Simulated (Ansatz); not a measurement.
# Mechanical response of GaSb (F-43m)

```yaml
crystal:
  lattice:
    - [0.00000, 3.05564, 3.05564]
    - [3.05564, 0.00000, 3.05564]
    - [3.05564, 3.05564, 0.00000]
  atoms:
    - { symbol: Ga, position: [0.00000, 0.00000, 0.00000] }
    - { symbol: Sb, position: [0.75000, 0.75000, 0.75000] }
```

Level of theory, where no other is named: PBEsol, all-electron LAPW in Ansatz 0.2.0, scalar-relativistic. k mesh 14×14×14, Fermi-Dirac smearing of 0.050 eV, basis error target 0.5 meV/atom. The cell was relaxed by PAW under this functional.

The cell is cubic and carries a residual pressure of 0.01 GPa at this level. Each strain component that symmetry leaves independent is applied at ±0.003, the ions relax wherever a strain frees them, and the stress (tension positive, GPa) is read. Shears are engineering strains, γ = 2ε.

```csv
strain,size,σxx,σyy,σzz,σyz,σxz,σxy
xx,-0.003,-0.2509,-0.1189,-0.1189,0.0000,0.0000,0.0000
xx,+0.003,0.2350,0.1022,0.1022,0.0000,0.0000,0.0000
yz,-0.003,-0.0069,-0.0073,-0.0073,-0.1188,0.0000,0.0000
yz,+0.003,-0.0069,-0.0073,-0.0073,0.1188,0.0000,0.0000
```

A central difference gives one constant, for example C11 ≈ (0.2350 − (-0.2509))/(0.006) = 81.0 GPa; the program then imposes the crystal's symmetry on the whole matrix.

What are the independent elastic constants?

C11 = 81.0, C12 = 36.8, C44 = 39.6 GPa.

Do they meet the Born conditions?

C11 − C12 = 44.1, C11 + 2C12 = 154.7 and C44 = 39.6 GPa must all be positive, so the crystal is elastically stable; that says nothing yet of its phonons.

What moduli does a random aggregate of grains have?

B = (C11 + 2C12)/3 = 51.6 GPa. G_V = (C11 − C12 + 3C44)/5 = 32.6 and G_R = 5(C11 − C12)C44/(4C44 + 3(C11 − C12)) = 30.1, so G_H = 31.3 GPa. Then E = 9BG/(3B + G) = 78.1 GPa, ν = (3B − 2G)/(6B + 2G) = 0.247 and B/G = 1.65, on the brittle side of Pugh's 1.75 (a rule of thumb).

With the density of 5.572 g/cm³, how fast does sound travel, and what Debye temperature follows?

```csv
direction,slow (m/s),middle (m/s),fast (m/s)
[100],2666,2666,3812
[110],1990,2666,4205
[111],2238,2238,4328
```

The mean of v⁻³ over directions and branches gives v_m = 2614 m/s and θ_D = (ħ/k_B) v_m (6π²n)^(1/3) = 255 K, n being atoms per volume. Young's modulus spans 58 to 95 GPa over directions, and the universal anisotropy index is 0.42.

How far do the constants move if PAW replaces LAPW in the same cell?

```tsv
constant	LAPW (GPa)	PAW (GPa)	difference
C11	81.0	80.9	-0.1
C12	36.8	36.9	0.1
C44	39.6	39.6	0.0
```

How do the constants change if the ions are clamped to the homogeneous strain?

Clamped values, with the change against relaxed ions: C11 = 81.0 (+0.0), C12 = 36.8 (+0.0), C44 = 57.6 (+17.9) GPa.

Keep in mind: the gap is so small that the run used smearing, and responses move with mesh and smearing; the frozen-core PAW files of the compared runs were fitted under PBE, their cores solved anew for this functional.
